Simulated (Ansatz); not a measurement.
AlNi (CsCl type)

```xyz
2
Lattice="2.8633 0.0000 0.0000 0.0000 2.8633 0.0000 0.0000 0.0000 2.8633" Properties=species:S:1:pos:R:3 pbc="T T T"
Al     0.0000     0.0000     0.0000
Ni     1.4317     1.4317     1.4317
```

In each cell atom 2 (Ni, nearest neighbour Al at 2.480 Å; its periodic images, 2.9 Å or more away, move with it) moves by s·(0.707, 0.707, 0.000) (along Cartesian [110]), the rest being held.

These are r2SCAN (plane waves to 500 eV, PAW, scalar-relativistic; Ansatz, an electronic-structure program) values and carry that method's errors. k mesh 13×13×13 (Γ-centred), Fermi-Dirac smearing 0.05 eV. Energies are smeared free energies. With partly filled bands, energies and forces of such displacements shift with the k mesh and the smearing. AlNi is run without spin polarisation. AlNi was relaxed with its symmetry unable to fall. The PAW data are Ansatz's earlier set. ΔE is measured from the undisplaced structure. The last digit holds for this mesh only.

| s (Å) | ΔE (meV/cell) |
|---|---|
| -0.740 | 2457.1 |
| -0.592 | 1425.5 |
| -0.444 | 732.4 |
| -0.296 | 302.2 |
| -0.148 | 71.9 |
| 0.000 | 0.0 |
| 0.148 | 71.9 |
| 0.296 | 302.2 |
| 0.444 | 732.4 |
| 0.592 | 1425.5 |
| 0.740 | 2457.1 |

Problem. What force constant k = d²E/ds² at s = 0 does the table give?

Solution. 6.5 eV/Å². It is the second difference of the nearest points, corrected with the next pair.

Problem. With k = 6.46 eV/Å² from the forces, is the well harmonic out to s = 0.740 Å?

Solution. ½ks² = 1769 meV/cell against the computed 2457 meV/cell, so the well is stiffer than harmonic there.

(A displaced cell: forces are minus the slopes of the energy, force constants its curvatures, and phonons follow from these.)
